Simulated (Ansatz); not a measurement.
SiC$_{2}$N$_{4}$:
```cif
data_C8N16Si4
_chemical_formula_sum 'C8 Si4 N16'
_space_group_name_H-M_alt 'Imma'
_space_group_IT_number 74
_space_group_name_Hall '-I 2b 2'
_cell_length_a 4.77122
_cell_length_b 5.54197
_cell_length_c 7.78931
_cell_angle_alpha 90.000
_cell_angle_beta 90.000
_cell_angle_gamma 90.000
loop_
_atom_site_label
_atom_site_type_symbol
_atom_site_symmetry_multiplicity
_atom_site_Wyckoff_symbol
_atom_site_fract_x
_atom_site_fract_y
_atom_site_fract_z
_atom_site_occupancy
C1 C 4 c 0.25000 0.25000 0.25000 1
Si1 Si 4 a 0.00000 0.00000 0.00000 1
C2 C 4 e 0.00000 0.25000 0.59629 1
N1 N 8 i 0.24548 0.25000 0.52775 1
N2 N 8 h 0.00000 0.05951 0.23487 1
```
(The calculation used a cell of 14 atoms; values per cell refer to that cell.)

Relaxed with r²SCAN in the plane-wave PAW code Ansatz. Indices refer to the conventional cell of Imma, a = 4.771 Å, b = 5.542 Å, c = 7.789 Å, α = β = γ = 90.00°.

**Question.** Simulate the powder diffraction pattern (Cu Kα, λ = 1.54184 Å; lines above 1 %) up to 2θ = 90°.

**Answer.** Simulated powder pattern, Cu Kα, λ = 1.54184 Å (kinematic, ideal powder, no thermal factors, no anomalous dispersion; the 30 strongest lines at most, above 1 %, up to 2θ = 90°):

| 2θ (°) | d (Å) | I/Imax (%) | hkl |
|---|---|---|---|
| 19.66 | 4.516 | 26 | (011) |
| 21.84 | 4.069 | 74 | (101) |
| 22.83 | 3.895 | 30 | (002) |
| 33.83 | 2.650 | 15 | (112) |
| 37.71 | 2.386 | 15 | (200) |
| 38.28 | 2.351 | 63 | (013) |
| 39.34 | 2.290 | 100 | (121) |
| 39.51 | 2.281 | 17 | (103) |
| 46.64 | 1.947 | 50 | (004) |
| 50.48 | 1.808 | 72 | (220) |
| 50.79 | 1.797 | 6.6 | (031) |
| 51.93 | 1.761 | 14 | (123) |
| 56.08 | 1.640 | 10 | (222) |
| 57.88 | 1.593 | 6.1 | (024) |
| 59.30 | 1.558 | 6.1 | (301) |
| 62.74 | 1.481 | 17 | (105) |
| 64.96 | 1.436 | 11 | (231) |
| 67.62 | 1.385 | 14 | (040) |
| 69.17 | 1.358 | 14 | (321) |
| 69.28 | 1.356 | 4.1 | (303) |
| 71.16 | 1.325 | 54 | (224) |
| 72.00 | 1.312 | 5.0 | (141) |
| 72.35 | 1.306 | 7.9 | (125) |
| 72.40 | 1.305 | 8.4 | (042) |
| 74.54 | 1.273 | 6.6 | (233) |
| 78.52 | 1.218 | 3.8 | (323) |
| 80.53 | 1.193 | 13 | (400) |
| 81.24 | 1.184 | 6.7 | (143) |
| 86.14 | 1.129 | 7.0 | (044) |
| 87.69 | 1.113 | 6.6 | (305) |

The start of the workflow was typed in or built on a structure type; neither database checked (COD, Materials Project) lists it. COD files the formula under space group No. 224. Whether it is the stable phase at ambient conditions was not checked. The cell was relaxed with r²SCAN under the symmetry of its start; its stability against distortions is not shown here. The volume moved by 26 % from the start of the relaxation. Its formation energy is positive at this level, so the cell may be metastable or incomplete.

Potentials: the earlier of the program's two PAW sets.
